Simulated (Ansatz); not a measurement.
Profile along the C–Hf line in HfC (rock salt)

HfC (rock salt)

```cif
data_C4Hf4
_chemical_formula_sum 'C4 Hf4'
_space_group_name_H-M_alt 'Fm-3m'
_space_group_IT_number 225
_space_group_name_Hall '-F 4 2 3'
_cell_length_a 4.64070
_cell_length_b 4.64070
_cell_length_c 4.64070
_cell_angle_alpha 90.000
_cell_angle_beta 90.000
_cell_angle_gamma 90.000
loop_
_atom_site_label
_atom_site_type_symbol
_atom_site_symmetry_multiplicity
_atom_site_Wyckoff_symbol
_atom_site_fract_x
_atom_site_fract_y
_atom_site_fract_z
_atom_site_occupancy
C1 C 4 a 0.00000 0.00000 0.00000 1
Hf1 Hf 4 b 0.50000 0.50000 0.50000 1
```
(The calculation used a cell of 2 atoms; values per cell refer to that cell.)

Fields along a shortest C–Hf line of a {100} plane (2.32 Å), from C to Hf, interpolated on the slice's grid (step about 0.1 Å). All values below come from r2SCAN (plane waves to 500 eV, PAW, scalar-relativistic; Ansatz, a quantum-chemistry and plane-wave program). k mesh 17×17×17. Near the nuclei the fields are pseudised (PAW); where an atom keeps semicore shells as valence, they peak there. HfC is run without spin polarisation. HfC was relaxed with its symmetry unable to fall. Spin-orbit coupling is left out, though Hf is heavy.

| distance from C (Å) | valence electron density (e/Å³) | electron localisation function |
|---|---|---|
| 0.00 | 1.60 | x |
| 0.12 | 1.64 | x |
| 0.23 | 1.69 | x |
| 0.35 | 1.65 | x |
| 0.46 | 1.48 | x |
| 0.58 | 1.22 | 0.75 |
| 0.70 | 0.96 | 0.79 |
| 0.81 | 0.74 | 0.76 |
| 0.93 | 0.58 | 0.62 |
| 1.04 | 0.50 | 0.40 |
| 1.16 | 0.50 | 0.23 |
| 1.28 | 0.66 | 0.21 |
| 1.39 | 1.15 | 0.35 |
| 1.51 | 2.28 | 0.57 |
| 1.62 | 4.54 | 0.74 |
| 1.74 | 8.41 | 0.82 |
| 1.86 | 14.08 | x |
| 1.97 | 21.08 | x |
| 2.09 | 28.14 | x |
| 2.20 | 33.47 | x |
| 2.32 | 35.48 | x |

x: too close to a nucleus for the ELF to mean much.

Density on the C–Hf line (2.32 Å) at its density minimum, 1.1 Å from C: 0.49 e/Å³. ELF at that point: 0.3.
